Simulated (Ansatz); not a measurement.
## Energy landscape of MgSe

8 relaxations of MgSe ended in 3 distinct structures. Level of theory: PBEsol (plane waves to 420 eV, PAW, scalar-relativistic; Ansatz, a first-principles code).

```tsv
#	space group	Pearson	type	E − E(lowest) (eV/atom)	V (Å³/atom)	gap (eV, no SOC)	coordination	runs ending here
1	Fm-3m	cF8	rock salt type	0.000	20.23	1.78	Se 6 (octahedral), Mg 6 (octahedral)	4
2	P6₃mc	hP4	wurtzite type	0.044	26.16	2.52	Mg 4 (tetrahedral), Se 4 (tetrahedral)	2
3	F-43m	cF8	zinc blende type	0.050	26.15	2.52	Se 4 (tetrahedral), Mg 4 (tetrahedral)	2
```

Coordination numbers (neighbours up to the widest gap in distance over summed covalent radii, below 1.35; n+m marks a second, longer set; metal–metal contacts left out). Fm-3m, cF8, rock salt type is the lowest of the structures calculated here.

MgSe is modelled in the cubic space group Fm-3m (No. 225), the rock salt structure, Pearson symbol cF8. Lattice parameters: a = b = c = 5.450 Å, α = β = γ = 90.00°. Se on 4a is surrounded by 6 Mg at 2.725 Å (octahedral). Mg on 4b sees 6 Se at 2.725 Å (octahedral). (Neighbours: up to the widest gap in distance over summed covalent radii, below 1.35, at either atom; cation-cation and far metal-metal contacts left out.)
(The calculation used a cell of 2 atoms; values per cell refer to that cell.)

Each run could gain symmetry but not lose that of its start, so entries can be saddle points. From databases, or of a type measured for this composition: Fm-3m, cF8, rock salt type; the others are generated cells (placed on structure types, drawn at random, substituted or restacked) that were not matched to a known phase here. Energies are at zero temperature and pressure, without zero-point motion. The runs use different k-meshes, so differences are rounded accordingly. No spin polarisation in the result.
